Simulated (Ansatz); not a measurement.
Cu2As:
```cif
data_As2Cu4
_chemical_formula_sum 'As2 Cu4'
_space_group_name_H-M_alt 'P 1'
_space_group_IT_number 1
_cell_length_a 3.77725
_cell_length_b 3.77725
_cell_length_c 5.87802
_cell_angle_alpha 90.000
_cell_angle_beta 90.000
_cell_angle_gamma 90.000
loop_
_space_group_symop_operation_xyz
  'x, y, z'
loop_
_atom_site_label
_atom_site_type_symbol
_atom_site_fract_x
_atom_site_fract_y
_atom_site_fract_z
_atom_site_occupancy
As1 As 0.00000 0.50000 0.71363 1
As2 As 0.50000 0.00000 0.28637 1
Cu1 Cu 0.00000 0.00000 0.00000 1
Cu2 Cu 0.50000 0.50000 0.00000 1
Cu3 Cu 0.00000 0.50000 0.30077 1
Cu4 Cu 0.50000 0.00000 0.69923 1
```

Relaxed with r²SCAN.

Question: Tabulate the valence density and the electron localisation function along the shortest As–Cu contact (2.43 Å), plane-wave PAW r²SCAN (Ansatz code).

Answer: 

```
distance from As (Å)  density (e/Å³)   ELF
--------------------  --------------  ----
0.24                           22.19  0.18
0.36                           13.27  0.25
0.49                            6.70  0.41
0.61                            3.06  0.58
0.73                            1.47  0.69
0.85                            0.87  0.73
0.97                            0.63  0.73
1.09                            0.51  0.68
1.21                            0.45  0.51
1.33                            0.43  0.29
1.46                            0.49  0.18
1.58                            0.79  0.16
1.70                            1.65  0.18
1.82                            3.80  0.24
1.94                            9.08  0.37
2.06                           20.55  0.59
2.18                           39.82  0.80
```

The density is the valence pseudo-density with augmentation charge, so density and ELF within about 1 Å of a nucleus are not all-electron values.

Space group P4/nmm. The workflow started from an entry of the Crystallography Open Database (COD). Whether it is the stable phase at ambient conditions was not checked. The cell was relaxed with r²SCAN under the symmetry of its start; its stability against distortions is not shown here. No spin polarisation was allowed.

Potentials: the later of the program's two PAW sets.
